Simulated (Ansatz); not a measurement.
**Data sheet: Tl₂SnCl₆ (DFT)**

Tl₂SnCl₆:
```yaml
crystal:
  lattice:
    - [0.00000, 4.96441, 4.96441]
    - [4.96441, 0.00000, 4.96441]
    - [4.96441, 4.96441, 0.00000]
  atoms:
    - { symbol: Tl, position: [0.75000, 0.75000, 0.75000] }
    - { symbol: Tl, position: [0.25000, 0.25000, 0.25000] }
    - { symbol: Sn, position: [0.00000, 0.00000, 0.00000] }
    - { symbol: Cl, position: [0.75425, 0.75425, 0.24575] }
    - { symbol: Cl, position: [0.24575, 0.24575, 0.75425] }
    - { symbol: Cl, position: [0.24575, 0.75425, 0.75425] }
    - { symbol: Cl, position: [0.75425, 0.24575, 0.24575] }
    - { symbol: Cl, position: [0.75425, 0.24575, 0.75425] }
    - { symbol: Cl, position: [0.24575, 0.75425, 0.24575] }
```

Space group Fm-3m (No. 225); conventional cell a = b = c = 9.9288 Å, α = β = γ = 90.00°.

Method: r²SCAN+D4 in the plane-wave PAW code Ansatz. The cell and atoms are relaxed at this level. Other levels are named where they apply.

### Cell and energy

```yaml
volume_per_atom: 27.19 Å³
density: 5.02 g/cm³
Formation energy from the elements (no fitted shifts): -1.20 eV/atom
```

### Electronic structure

```yaml
band_gap: 2.90 eV (smallest direct gap 2.91 eV)
valence_band_maximum: at X
conduction_band_minimum: at Γ
electron_effective_mass: 0.45 mₑ (isotropic)
Electron effective mass with spin–orbit coupling: 0.45 mₑ (isotropic)
Hole effective mass with spin–orbit coupling, band 1 of 2 at the edge: 3.2 along [100], 2.1 along [110], 1.7 along [111] (mₑ)
Hole effective mass with spin–orbit coupling, band 2 of 2 at the edge: 1.00 along [100], 1.2 along [110], 1.4 along [111] (mₑ)
HSE06 gap on the r²SCAN+D4 cell: 3.55 eV
Gap with spin–orbit coupling: 2.89 eV
```

### Charges

```yaml
bader_charges: Tl +0.81, Sn +2.14, Cl -0.63 e
```

The first step of the workflow began from a Materials Project structure, measured or hypothetical; the Crystallography Open Database files this formula in space group No. 225, but the cells were not matched. Its standing as an ambient phase is unchecked. Symmetry was held in the r²SCAN+D4 relaxation; whether a distortion lowers the energy is not shown. The references are the lowest solids computed at this level, not always the standard phases (solids in place of the gases). Scalar-relativistic: spin–orbit coupling is off unless named, which matters more the heavier the elements.

Potentials: the later of the program's two PAW sets.
